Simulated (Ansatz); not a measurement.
## What DFT gives for La3Co2Sn7

```
CELL_PARAMETERS angstrom
4.65828 0.00000 0.00000
2.32914 -14.00528 0.00000
0.00000 0.00000 -4.66843
ATOMIC_POSITIONS crystal
La 0.18450 0.63100 0.00000
La 0.81550 0.36900 0.00000
Sn 0.09070 0.81860 0.50000
Sn 0.90930 0.18140 0.50000
La 0.50000 0.00000 0.50000
Sn 0.00000 0.00000 0.00000
Sn 0.28220 0.43560 0.50000
Sn 0.71780 0.56440 0.50000
Sn 0.40950 0.18100 0.00000
Sn 0.59050 0.81900 0.00000
Co 0.37170 0.25660 0.50000
Co 0.62830 0.74340 0.50000
```

The numbers come from plane-wave PAW DFT (Ansatz): r2SCAN, no spin polarisation, 500 eV, 6×6×6 Γ-centred k points, cold occupations (width 0.2659 eV). Nothing was relaxed.

(1) Which atom feels the largest force, and which way?

(2) What happens at the Fermi level?

(3) What does the stress say?

(4) Is it stable against the elements?

(5) What do density and ELF say about some of the short contacts?

Origin: a database entry at a rescaled volume. Caveats: no spin polarisation, so a magnetic state may lie lower; wide smearing; f levels without a U or exact exchange are poorly placed.

## Answers

(1) The largest is on Co11 (and as large on other atoms): 0.20 eV/Å, components (0.00, 0.20, 0.00). It makes 180° with the line to a nearest neighbour, Sn7 at 2.51 Å, pointing away from it.

(2) It is a metal, with about 8.1 states/eV a cell as the mean within 0.25 eV of the Fermi level, mostly Co d (37 %), Sn p (28 %) and La d (22 %).

(3) The pressure is -2.3 GPa (compression positive), so with the atoms held at these fractions the cell would first shrink.

(4) -0.55 eV an atom against the elements' usual phases (free molecules for gases, crystals otherwise, with no correction for O₂ or N₂), so it is bound against them; other compounds may still compete. Relaxing would lower it.

(5) Sn–Co at 2.51 Å: least valence density 0.40 e/Å³ and ELF 0.34 there. Sn–Sn at 2.95 Å: least valence density 0.27 e/Å³ and ELF 0.50 there. La–Sn at 3.30 Å: least valence density 0.16 e/Å³ and ELF 0.22 there. Both are smooth PAW fields, read partly inside the augmentation spheres.
